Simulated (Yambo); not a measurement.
```
SnO2
1.0
    4.76648     0.00000     0.00000
    0.00000     4.76648     0.00000
    0.00000     0.00000     3.21206
O Sn
4 2
Direct
  0.80630   0.80630   0.50000
  0.19370   0.19370   0.50000
  0.30630   0.69370   0.00000
  0.69370   0.30630   0.00000
  0.00000   0.00000   0.00000
  0.50000   0.50000   0.50000
```

SnO2 (rutile, space group P4_2/mnm, No. 136): mean Im ε in 1 eV windows above the direct gap of 2.40 eV, for different electron-hole kernels (Yambo, broadening 0.15 eV, PBE (pw.x of Quantum ESPRESSO, ONCV potentials, without SOC) bands; 6×6×8 mesh, 11 valence and 2 conduction bands, static screening with 53 bands and a 3 Ry block, scissor 1.37 eV, Tamm-Dancoff; field along x).

| window (eV) | independent quasiparticles | RPA (no attraction) | BSE |
|---|---|---|---|
| 2.4 to 3.4 | 0.4 | 0.4 | 0.9 |
| 3.4 to 4.4 | 0.9 | 0.8 | 1.9 |
| 4.4 to 5.4 | 1.3 | 1.2 | 1.5 |
| 5.4 to 6.4 | 1.5 | 1.3 | 2.1 |
| 6.4 to 7.4 | 2.2 | 1.9 | 3.4 |

This run doesn't resolve bound excitons or single peaks, so only averages are given, and they too depend on the mesh; weight that the attraction moves below the gap isn't listed. All transitions below 7.60 eV are in the band window. The scissor comes from a G0W0 run whose convergence isn't established.

Spin-orbit splittings are left out.

Bands and orbitals come from the standard potentials; the scissor and the G0W0 gaps come from a run at the same geometry on the stringent ones, which hold whole semicore shells in the valence.

Geometry relaxed with PBEsol.
